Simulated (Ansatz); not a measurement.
# InPd: energy along a strain

InPd, Pm-3m, a = 3.272 Å (as given, not relaxed at this level: -6.9 GPa). The structure is a Materials Project entry; whether it is the stable form wasn't checked. Ansatz: LDA, PAW, 420 eV, Γ-centred 14×14×14 mesh on 2 atoms, Gaussian smearing 0.15 eV; no spin polarisation. Cell vectors (Å): 3.272 0.000 0.000; 0.000 3.272 0.000; 0.000 0.000 3.272. The cell is strained by x per cent times the pattern (0 0 0 0 1 0) in the order xx yy zz yz xz xy (engineering shears), with fractional coordinates held. y is the free energy over the start, V0 = 17.513 Å³/atom. Symmetry makes y even in x. Points with a strain past 8.5 % were computed too (4) and aren't used here.

| x (%) | y (meV/atom) |
| --- | --- |
| -7.50 | 11.80 |
| 0.00 | 0.00 |
| 1.87 | 0.73 |
| 3.75 | 2.97 |
| 5.62 | ? |

Problem. Fit y = c2 x² + c4 x⁴ to the other rows, get the stiffness along the pattern, and predict the missing energy.

Solution. Least squares on the rows shown. y = 0.2114 x² − 2.898×10⁻⁵ x⁴. The clamped-ion stiffness p·C·p = 2 × 2.114 eV × 160.2 / 17.513 Å³ = 39 GPa, which is C55 in these axes (C44 of the cubic crystal) (second derivative at the start, which stands under stress). At x = 5.62 the fit asked for gives 6.65 meV/atom. The run gave 6.66 meV/atom, so the fit is 0.01 meV/atom too low, within twice the rms miss on the fitted rows (0.005 meV/atom).